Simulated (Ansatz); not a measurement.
HgTe:
Space group F-43m (No. 216); a = 6.573 Å, b = 6.573 Å, c = 6.573 Å, α = 90.00°, β = 90.00°, γ = 90.00°

```
atom  site  symmetry       x       y       z
----  ----  --------  ------  ------  ------
Te      4c      -43m  0.2500  0.2500  0.2500
Hg      4a      -43m  0.0000  0.0000  0.0000
```
(The calculation used a cell of 2 atoms; values per cell refer to that cell.)

Relaxed with r²SCAN. The program Ansatz at the r²SCAN level (PAW) gives no gap.

Task: What gap does HSE06 give on the same cell (Ansatz, PAW)?

Result: It stays without a gap at the points solved. The hybrid was solved on a coarser mesh and at special points; its gap is the smallest among all of these. On such a mesh it can open a false gap in a semimetal.

```tsv
k	v1 r²SCAN	c1 r²SCAN	v1 HSE06	c1 HSE06
Γ	0.00	0.00	0.00	0.00
X	-2.13	2.11	?	?
L	-0.92	0.96	?	?
W	-2.41	3.25	?	?
K	-1.77	2.48	?	?
```

Task: Top valence (v1) and lowest conduction level (c1) in eV from each method's valence maximum (which need not be a listed point): supply the withheld HSE06 values.

Result: 
- L, v1 HSE06: -0.97
- L, c1 HSE06: 1.38
- K, v1 HSE06: -1.86
- K, c1 HSE06: 2.96
- W, v1 HSE06: -2.55
- W, c1 HSE06: 3.84
- X, v1 HSE06: -2.24
- X, c1 HSE06: 2.59

Cost on shared cores: the r²SCAN run (SCF on a 11×11×11 mesh, then bands and DOS) very roughly 70 core-seconds, the HSE06 run (SCF on 6×6×6, then a few points) roughly 2.6 core-minutes; the tasks are unlike.

Symmetry was held in the r²SCAN relaxation; of distortions, only those at the zone centre were tested. Scalar-relativistic: spin–orbit coupling is off unless named, which matters more the heavier the elements.

Potentials: the later of the program's two PAW sets.
